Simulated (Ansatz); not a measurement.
Input and command of a plane-wave DFT calculation in Ansatz:

```yaml
crystal:
  lattice:
    - [-2.2621879939, 2.2621879939, 4.6604244457]
    - [2.2621879939, -2.2621879939, 4.6604244457]
    - [2.2621879939, 2.2621879939, -4.6604244457]
  atoms:
    - { symbol: Be, position: [0.0, 0.0, 0.0] }
    - { symbol: Sn, position: [0.5, 0.5, 0.0] }
    - { symbol: Sn, position: [0.25, 0.75, 0.5] }
    - { symbol: Sn, position: [0.75, 0.25, 0.5] }
basis:
  ecutwfc: 420
kpoints:
  mp_grid: { grid: [14, 14, 14] }
hamiltonian:
  xc: pbe
scf:
  occupations: { method: gaussian, width: 0.1 }
output:
  forces: true
  stress: true
  eigenvalues: true
relax:
  adjacent_minimum: "off"
  f_tol: 0.01
  max_steps: 80
  cell: { stress_tol: 0.05 }
```

```bash
ansatz run input.yaml --threads 1 --pin off --max-ram 2560MiB --backend cpu --events-out ev --progress --plain --runs-dir out
```

Processor: Intel(R) Xeon(R) Platinum 8488C (Sapphire Rapids), 1 thread, on a host shared with other jobs.

**Question.** Estimate time, memory and problem size.

**Answer.** About 2.7 min on 1 thread of Intel(R) Xeon(R) Platinum 8488C (Sapphire Rapids), with other jobs on the host, peak memory 0.82 GiB. It solves 27 bands at 244 k points (the mesh reduced by the symmetry that the task leaves, which can be less than the crystal's) with about 1895 plane waves (on the last cell), in 33 SCF iterations over 6 ionic steps.
